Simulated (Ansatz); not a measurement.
AlRu (CsCl type, space group No. 221) under volume change, DFT-PBE in the program Ansatz with PAW potentials, scaled uniformly.

```
V (Å³/atom)  E − E(relaxed) (meV/atom)  P (GPa)
-----------  -------------------------  -------
12.335                            82.5    23.59
12.741                            34.6    14.42
13.148                             8.2     6.63
13.554                             0.0     0.00
13.961                             7.3    -5.63
14.368                            27.9   -10.42
14.774                            59.6   -14.48
```

Problem. What does a third-order Birch–Murnaghan fit give for V₀, B₀ and B′?

Solution. V₀ = 13.55 Å³/atom, B₀ = 203 GPa, B′ = 4.4.

Space group Pm-3m (CsCl type). Symmetry was held in the PBE relaxation. No spin polarisation was allowed.

Potentials: the later of the program's two PAW sets.
